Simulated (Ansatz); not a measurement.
Ansatz (an electronic-structure program) input:

Ansatz 0.2 input:
```yaml
crystal:
  lattice:
    - [4.085806352, 0.0, 0.0]
    - [0.0, 4.085806352, 0.0]
    - [0.0, 0.0, 4.085806352]
  atoms:
    - { symbol: Sc, position: [0.0, 0.0, 0.0] }
    - { symbol: Al, position: [0.5, 0.0, 0.5] }
    - { symbol: Al, position: [0.0, 0.5, 0.5] }
    - { symbol: Al, position: [0.5, 0.5, 0.0] }
kpoints:
  mp_grid: { grid: [10, 10, 10] }
hamiltonian:
  xc: r2scan
  pseudopotentials: { azcp: { folder: ./paw }, kind: paw }
scf:
  occupations: { method: fermi_dirac, width: 0.1 }
phonons:
  method: dfpt
  response_accuracy: low
  eigenvectors: true
  rigid_motions: translations
```

Output (shortened):

```
zone centre: on kpoints.mp_grid the ground state, and the responses unless they are solved on pairs of k-points, stand on 312 of the mesh's 1000 k-points, …
Pseudopotentials: kind: paw
Pseudopotential: Sc, paw, valence charge 11
Pseudopotential: Al, paw, valence charge 3
Functional definition: r2SCAN
Crystal: 4 atoms, lattice volume = 68.208 Å³
Basis set: ecut = 500 eV, 1743 PW (Γ), exchange–correlation on 150×150×150 points (125 copies of the dense FFT grid, shifted against one another)
Bands: 14, of which v1, the nominal top of the filled ones, is band 10 counted from 1 (9 counted from 0)
Symmetry: 48 space group operations
k-points: 312 of 1000 (irreducible under 2 space group operations, time reversal used)
PAW frozen core: Sc, regenerated for the run's functional
PAW frozen core: Al, regenerated for the run's functional
Initial density: superposition of atomic densities (chi_scale 0.1, normalization cell, long waves kept (reshape's long-wave potential 0.00 eV rms))
Initial wavefunctions: pseudopotential atomic-orbital guess
Eigensolver: davidson
Functional: x = r2scan, c = r2scan; τ floored in thin density (d = 2e-4 eV/Å³)
SCF iter   1: F=—  HF=-3763.792104 eV  |F-HF|=—  |Δ(HF+E_count)|=         —  Δρ=2.63e-2  dr2=7.47e-1  dr2_τ=2.79e-2  ethr=3.10e-3  ⟨swp⟩=5.4  Hψ=24564  notcnv=0
all-band conjugate gradients solve this SCF's bands
preconditioner: auto → Kerker (q_TF=auto, 2.224 Å⁻¹)
SCF iter   2: F=—  HF=-3763.823447 eV  |F-HF|=—  |Δ(HF+E_count)|=   3.13e-2  Δρ=1.81e-2  dr2=3.10e-1  dr2_τ=1.55e-3  ethr=3.10e-3  ⟨swp⟩=2.0  Hψ=7865  notcnv=0
SCF iter   3: F=—  HF=-3763.777041 eV  |F-HF|=—  |Δ(HF+E_count)|=   4.64e-2  Δρ=3.86e-3  dr2=1.40e-2  dr2_τ=1.64e-3  ethr=1.55e-3  ⟨swp⟩=2.9  Hψ=7829  notcnv=0
SCF iter   4: F=—  HF=-3763.774689 eV  |F-HF|=—  |Δ(HF+E_count)|=   2.35e-3  Δρ=1.02e-3  dr2=3.33e-4  dr2_τ=2.08e-5  ethr=7.00e-5  ⟨swp⟩=2.2  Hψ=6963  notcnv=0
SCF iter   5: F=—  HF=-3763.775185 eV  |F-HF|=—  |Δ(HF+E_count)|=   4.97e-4  Δρ=2.06e-4  dr2=2.11e-5  dr2_τ=1.75e-6  ethr=1.67e-6  ⟨swp⟩=2.0  Hψ=6336  notcnv=0
SCF iter   6: F=—  HF=-3763.775250 eV  |F-HF|=—  |Δ(HF+E_count)|=   6.46e-5  Δρ=6.92e-5  dr2=3.11e-6  dr2_τ=3.64e-8  ethr=1.06e-7  ⟨swp⟩=2.0  Hψ=6367  notcnv=0
SCF iter   7: F=—  HF=-3763.775263 eV  |F-HF|=—  |Δ(HF+E_count)|=   1.34e-5  Δρ=2.40e-5  dr2=6.32e-7  dr2_τ=5.49e-9  ethr=1.55e-8  ⟨swp⟩=2.0  Hψ=6414  notcnv=0
SCF iter   8: F=—  HF=-3763.775265 eV  |F-HF|=—  |Δ(HF+E_count)|=   1.45e-6  Δρ=4.42e-6  dr2=1.58e-8  dr2_τ=4.07e-10  ethr=3.16e-9  ⟨swp⟩=2.0  Hψ=6411  notcnv=0
SCF iter  11: F=-3763.775265 eV  HF=-3763.775265 eV  |F-HF|=1.82e-12  |Δ(HF+E_count)|=  1.27e-11  Δρ=2.78e-8  dr2=4.80e-13  dr2_τ=2.58e-14  ethr=1.00e-12  ⟨swp⟩=4.9  Hψ=16427  notcnv=0
SCF 1 converged in 11 iterations: F = -3763.775265 eV  dr2 = 4.80e-13
DFPT response loops at Γ: preconditioner auto → Kerker (q_TF=auto, 2.224 Å⁻¹) (partly filled bands, converged f_vac=0.000) …
SCF converged after 11 iterations
Free energy (F): -3763.775265 eV
Harris-Foulkes:  -3763.775265 eV  (|F-HF|=1.82e-12)
Internal energy: -3763.734377 eV  (E = F + TS)
E sigma→0 (E₀):  -3763.754821 eV
Entropy (-TS):   -0.040887 eV (-10.222 meV/atom)
Fermi energy:    9.266578 eV
--- Per-component energies (eV) ---
  E_band       = -139.158964
  E_kinetic    = 279.573529
  E_local      = -1004.782632  (includes V_loc(G=0)·N_el)
  E_nonlocal   = 170.429147
  E_hartree    = 402.809966
  E_xc         = -188.029641
  E_vxc        = -210.108709  (∫ρ·V_xc dr)
  E_paw        = -2424.675668  (= ΣΔE_a)
  E_vpaw       = -190.851791  (= ΣTr[D̂ρ^β])
  E_aug_tail   = 0.000019  (compensation charges beyond the density's cutoff)
  E_vtau       = 10.961519  (kinetic-family band-sum trace: ∫τ·v_τ [+ j·A + Jᵃ·Aᵃ] dr)
  E_ewald      = -998.640281
  E_core_change = -0.418816  (= ΣΔE_core)
  E_smearing   = -0.040887  (= −TS)
  E_closure    =  0.000000  (closes the sum)
  Σ components = -3763.775265   (vs F -3763.775265, Δ=0.00e0)
  [band-id]    e_kinetic+e_local+e_nonlocal+2·e_hartree+e_vxc+e_vpaw+e_augmentation_tail+e_vtau = -139.158987   (vs E_band -139.158964, Δ=-2.31e-5)
--- Band table (eV; the first three rows and the last of 312) ---
  k-point 0: bands = ["-41.8493", "-19.5720", "-19.5720", "-19.5720", "-1.3916", "6.5393", "6.5393", "7.2385", "7.2385", "7.2385", "10.5715", "10.6641", "10.6641", "10.6641"]
  k-point 1: bands = ["-41.8492", "-19.5754", "-19.5718", "-19.5718", "-1.2941", "5.6521", "6.6133", "7.2552", "7.2552", "7.8722", "10.5968", "10.5968", "10.6960", "10.9723"]
  k-point 2: bands = ["-41.8488", "-19.5843", "-19.5711", "-19.5711", "-1.0047", "4.4110", "6.8274", "7.2978", "7.2978", "8.5695", "10.4497", "10.4497", "10.7829", "11.8235"]
  k-point 311: bands = ["-41.8453", "-19.5976", "-19.5976", "-19.5976", "4.2485", "4.2485", "4.2485", "4.4227", "5.9731", "5.9731", "5.9731", "10.3255", "12.1434", "12.1434"]
  band table: 14 of 14 bands, residual norms ≤ 1.0e-3 eV
--- Phonons (Γ-DFPT): 3 representative perturbations + reference, on 312 of 1000 k-points (Σ response iterations 16) ---
  k mesh reduced under 2 symmetry operations, with k and −k counted as one. Each operation leaves every solved perturbation unchanged …
  ASR residual: 8.070e-4 → 0.000e0 eV/Å²; symmetrization residual: 2.980e-5 eV/Å²
  ASR residual per site (eV/Å²): 8.07e-4 6.76e-5 6.76e-5 6.76e-5
  Γ frequencies (cm⁻¹): 0.00 0.00 0.00 244.92 244.92 244.92 268.25 268.25 268.25 345.29 345.29 345.29
  non-analytic LO–TO correction: not included (Born effective charges unavailable; polar crystals: no LO–TO splitting at Γ)
```

Cost: very roughly 2.9 core-minutes on shared cores.

Space group Pm-3m (Cu3Au type). The cell was relaxed with r²SCAN under the symmetry of its start. No spin polarisation was allowed. As this level gives no gap, phonon frequencies hold no LO–TO term and depend on the k-mesh and smearing (Fermi–Dirac, 0.1 eV here).

Potentials: the earlier of the program's two PAW sets. The files were generated under PBE; for other functionals the program regenerates the frozen cores, and for LDA and PBEsol the local potential too.

Ansatz is a plane-wave DFT program.
